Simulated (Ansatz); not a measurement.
## MoS: which magnetic state is lowest?

The calculation used DFT PBE+U, scalar-relativistic, plane waves, PAW (Ansatz).

```
Mo S
1.0
     3.11412    0.00000    0.00000
     0.00000    3.11412    0.00000
     0.00000    0.00000    3.11412
Mo S
1 1
Direct
  0.00000 0.00000 0.00000
  0.50000 0.50000 0.50000
```

```
plane-wave cutoff                                : 420 eV
Γ-centred k-mesh                                 : 14×14×14
occupation rule                                  : Gaussian smearing, 0.1 eV
U_eff on Löwdin-orthogonalised atomic d orbitals : Mo 4.38 eV
list of starting moments (μB, in atom order)     : 2 0
check for lower electronic states after the SCF  : on
```

All runs keep this geometry, which isn't relaxed for the lowest state (largest force there 0.000 eV/Å, pressure 16.9 GPa) and needn't be a stable compound; relaxing each order would shift the differences by some 300 meV/atom, going by the pressures and a bulk modulus of about 150 GPa. A propagation vector, in units of the reciprocal vectors, doubles the cell, which takes an equally dense mesh. The large starts are 3.5 0 μB. The small starts are 0.5 0 μB. Site moments are spin moments in atom-centred spheres that scale with the neighbour distance. The states are those that the runs reached from these starts; a lower one can exist.

Problem. Starts tried: no spin; ferromagnetic; large parallel starting moments; antiferromagnetic, doubled cell, propagation vector (0, 1/2, 1/2); small parallel starting moments. Which state comes out lowest, and what are the moments?

Solution. The lowest state is antiferromagnetic, reached from the start “antiferromagnetic, doubled cell, propagation vector (0, 1/2, 1/2)”, with site moments (μB) Mo +2.72, Mo -2.72.

```csv
start,ends,energy above lowest (meV/atom),site moments (μB),gap on mesh (eV),P (GPa)
no spin,non-magnetic,434,none over 0.05,metal,-11.3
ferromagnetic,ferromagnetic,198,"Mo +1.69, S -0.23",metal,0.0
large parallel starting moments,ferromagnetic,258,"Mo +3.02, S -0.13",metal,30.9
"antiferromagnetic, doubled cell, propagation vector (0, 1/2, 1/2)",antiferromagnetic,0.00,"Mo +2.72, Mo -2.72",metal,16.9
small parallel starting moments,ferromagnetic,198,"Mo +1.69, S -0.23",metal,0.0
```

Cost: 5 runs of about 3.1 core-minutes in all, on AMD EPYC 7R43 (Zen 3) (shared hosts).